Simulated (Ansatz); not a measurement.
Computed with Ansatz, DFT PBE, scalar-relativistic, plane waves, PAW. All cells share a 420 eV cutoff and Γ-centred k meshes spaced at most about 0.3 Å⁻¹ (about 0.25 or finer for metals, 2π included). No spin polarisation in the final relaxations.

Temperature and zero-point effects are left out.

Compare these two cells of TaSF, each relaxed at this level.

1.

```xyz
3
Lattice="3.4664 0.0000 0.0000 0.0000 3.4664 0.0000 0.0000 0.0000 4.1683" Properties=species:S:1:pos:R:3 pbc="T T T"
Ta    1.7332    1.7332    2.0841
S     0.0000    0.0000    2.0841
F     1.7332    1.7332    0.0000
```

2.

```xyz
6
Lattice="3.8681 0.0000 0.0000 0.0000 4.1284 0.0000 0.0000 0.0000 6.3976" Properties=species:S:1:pos:R:3 pbc="T T T"
Ta    1.9340    0.0000    4.5832
Ta    1.9340    0.0000    1.8144
S     0.0000    0.0000    0.0000
S     0.0000    0.0000    3.1988
F     1.9340    2.0642    4.8245
F     1.9340    2.0642    1.5731
```

Problem. Which would you expect to be lower, and how large is the difference?

Solution. Cell 2 is lower, by 43 meV/atom. Cell 1 has space group P4/mmm (No. 123), 16.7 Å³/atom and no gap on its mesh; cell 2 has space group Pmmm (No. 47), 17.0 Å³/atom and no gap. In cell 1, Ta is surrounded by 2 F at 2.08 Å and 4 S at 2.45 Å; S has 4 Ta at 2.45 Å; around F lie 2 Ta at 2.08 Å. In cell 2, Ta has 2 F at 2.08 Å, 2 S at 2.38 Å, 2 S at 2.65 Å and 1 Ta at 2.77 Å; around S on its first site lie 4 Ta at 2.65 Å; F has 2 Ta at 2.08 Å; 1 more site not described. Both come from invented guesses.

Spin–orbit coupling, which can matter for Ta, is left out. A magnetic state wasn't ruled out in cells without spin, among them P4/mmm. Cells relaxed within their symmetry can be saddle points. The Pmmm cell of TaSF came from shaking the P4/mmm one.
